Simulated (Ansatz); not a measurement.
AlPt₃C (anti-perovskite, Pm-3m) at seven volumes, r²SCAN in the plane-wave PAW code Ansatz, scaled uniformly. One row is withheld.

```json
[
 {"V (Å³/atom)": "13.030", "P (GPa)": "?"},
 {"V (Å³/atom)": "13.459", "P (GPa)": "15.95"},
 {"V (Å³/atom)": "13.889", "P (GPa)": "7.27"},
 {"V (Å³/atom)": "14.318", "P (GPa)": "0.00"},
 {"V (Å³/atom)": "14.748", "P (GPa)": "-6.10"},
 {"V (Å³/atom)": "15.178", "P (GPa)": "-11.19"},
 {"V (Å³/atom)": "15.607", "P (GPa)": "-15.44"}
]
```

Task: Fit the shown pressures and predict the withheld one.

Result: Third-order Birch–Murnaghan: P = (3/2)B₀(x^(7/2) − x^(5/2))[1 + (3/4)(B′ − 4)(x − 1)] with x = (V₀/V)^(2/3). Least squares on the six rows gives V₀ = 14.318 Å³/atom, B₀ = 221.4 GPa, B′ = 4.92. At V = 13.030, x = 1.0649 and P = 26.33 GPa. The run itself gave 26.28 GPa.

The start of the workflow was typed in or built on a structure type; neither database checked (COD, Materials Project) lists it. Whether it is the stable phase at ambient conditions was not checked. The r²SCAN relaxation kept the symmetry of its start. At this level the phase is mechanically unstable. The run is not spin-polarised. Its formation energy is positive at this level, so the cell may be metastable or incomplete. Scalar-relativistic: spin–orbit coupling is off unless named, which matters more the heavier the elements.

Potentials: the later of the program's two PAW sets.
